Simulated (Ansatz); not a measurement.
## SnSeTe (Janus 1T monolayer): the band gap by level of theory

All numbers come from Ansatz 0.2.0. Non-magnetic throughout. Whether this structure exists isn't addressed.

SnSeTe as a Janus 1T monolayer, relaxed with r2SCAN. The sheet's in-plane cell has a = 3.992 Å, b = 3.992 Å (γ = 120.0°), and its outermost atoms lie 3.31 Å apart along the normal. Sn is surrounded by 3 Se at 2.77 Å and 3 Te at 2.91 Å; Se is surrounded by 3 Sn at 2.77 Å; Te is surrounded by 3 Sn at 2.91 Å.

Relaxed lattice by functional, symmetry kept:
```
functional  k mesh  a (Å)  thickness (Å)
       PBE   6×6×1  3.978           3.43
    r2SCAN   6×6×1  3.992           3.31
    PBEsol   6×6×1  3.906           3.41
       LDA   6×6×1  3.873           3.39
     HSE06   6×6×1  3.975           3.28
```

Band edges at fixed r2SCAN geometry:
```
    level   k mesh             gap (eV)      kind  edges  least direct gap (eV)
      LDA  12×12×1  none (overlap 0.11)         –      –                      –
      PBE  12×12×1  none (overlap 0.03)         –      –                      –
  PBE+SOC  12×12×1  none (overlap 0.26)         –      –                      –
   r2SCAN  12×12×1                 0.15  indirect  Γ → M                   0.77
    HSE06    6×6×1                 0.41  indirect  Γ → M                   1.07
HSE06+SOC    6×6×1                 0.12  indirect  Γ → M                   1.00
```
All runs use a smearing of 0.02 eV.
Wave cutoffs: 420 eV, 500 eV (r2SCAN).

The HSE06 gap is indirect, 0.41 eV (Γ to M), below the direct gap of 1.07 eV at M. With PBE+SOC the bands overlap by 0.26 eV (counted from 1, band 46 peaks at Γ and band 47 bottoms out at M): no gap. Spin-orbit coupling changes the HSE06 gap by -0.30 eV, to 0.12 eV.

Spin-orbit coupling moves the least or the direct gap by up to 0.30 eV, so it has to be included where a tenth of an eV counts. The levels disagree on the kind of gap: indirect with r2SCAN, HSE06, HSE06+SOC; no gap with LDA, PBE, PBE+SOC.

Only the levels marked +SOC include spin-orbit coupling.

Where bands overlap the cell is a metal at that level, and these k meshes limit energies, forces and stress. Overlaps of a few tenths of an eV in semilocal functionals can be an artefact that a hybrid or GW lifts.

The meshes of the hybrids are coarse, so their gaps aren't converged to the digits shown.
